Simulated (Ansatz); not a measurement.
C in space group P6_3/mmc (No. 194; C on 12j, C on 12j) under volume change, r²SCAN+D4 in the plane-wave PAW code Ansatz, shape and atoms relaxed at each volume.

```tsv
V (Å³/atom)	E − E(relaxed) (meV/atom)	P (GPa)
10.339	…	…
10.680	3.8	2.02
11.021	0.8	0.85
11.362	0.0	0.00
11.702	0.7	-0.59
12.043	…	…
12.384	4.8	-1.24
```

Q: What belongs in the gaps?

A: 
- 12.043, E − E(relaxed) (meV/atom): 2.4
- 12.043, P (GPa): -0.99
- 10.339, E − E(relaxed) (meV/atom): 9.7
- 10.339, P (GPa): 3.61

Q: What does a third-order Birch–Murnaghan fit give for V₀, B₀ and B′?

A: V₀ = 11.36 Å³/atom, B₀ = 23.8 GPa, B′ = 10.8.

The start of the workflow was typed in or built on a structure type. Its sites differ from those of the usual phase in this space group: another stacking or structure type. The cell was relaxed with r²SCAN+D4 under the symmetry of its start; its stability against distortions is not shown here.

Potentials: the later of the program's two PAW sets.
